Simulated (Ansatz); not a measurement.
The relaxed structure here is a generated cell of PbS: the first start was made by placing the elements on the sites of a structure type, and the end was not matched to a known phase here, so it may be hypothetical. Known forms of PbS include space group No. 225.

One stationary structure of PbS. Space group I4₁md (No. 109). Computed with PBE (plane waves to 420 eV, PAW, scalar-relativistic; Ansatz, an electronic-structure program).

Space group I4₁md (No. 109); a = 3.8700 Å, b = 3.8700 Å, c = 14.5519 Å, α = 90.00°, β = 90.00°, γ = 90.00°

```json
[
 {"atom": "Pb", "site": "4a", "symmetry": "2mm.", "x": "0.0000", "y": "0.0000", "z": "0.5367"},
 {"atom": "S", "site": "4a", "symmetry": "2mm.", "x": "0.0000", "y": "0.0000", "z": "0.9530"}
]
```
(The calculation used a cell of 4 atoms; values per cell refer to that cell.)

Problem. What is the computed band gap (PBE)?

Solution. 0.72 eV, indirect (valence top at 78 % of the way from M to S, conduction bottom at k = (0.1176, -0.1176, 0.4118)) (no spin-orbit coupling).

Problem. Estimate the smallest direct gap that PBE returns for this input.

Solution. 1.68 eV at S.

No spin polarisation in the result. Spin-orbit coupling is missing; with elements this heavy it can move band edges by tenths of an eV or more.

The run could not lose the symmetry of its start: the end is stationary, and may be a saddle point rather than a minimum.

It was reached from a disturbed copy of a I4₁/amd (No. 141) cell (AFLOW prototype AB_tI8_141_a_b ("40", as in NbP)), against which it lies -0.21 eV/atom.
